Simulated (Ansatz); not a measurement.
Rh (fcc (Cu type)), relaxed with r²SCAN (Ansatz, a first-principles code, plane waves, PAW): a = b = c = 3.8000 Å, α = β = γ = 90.00°.

| Quantity | Value |
|---|---|
| B₀ by P(V) fit (GPa) | 282 |
| K_Hill (GPa) | 282 |
| G_Hill (GPa) | 162 |
| Θ_D (K) | 499 |

Q: The same phase is relaxed and computed with LDA in the same code. What are the cell and these values now?

A: a = b = c = 3.754 Å, α = β = γ = 90.00°.

- B₀ by P(V) fit (GPa): 317
- K_Hill (GPa): 317
- G_Hill (GPa): 182
- Θ_D (K): 525

All cells were relaxed under the symmetry of their starts (and spin orders); stability against distortions was not tested throughout. Rows with no word on spin ran without spin polarisation. Scalar-relativistic: spin–orbit coupling is off unless named, which matters more the heavier the elements.

Potentials: the earlier of the program's two PAW sets.

Ansatz is a plane-wave DFT program.
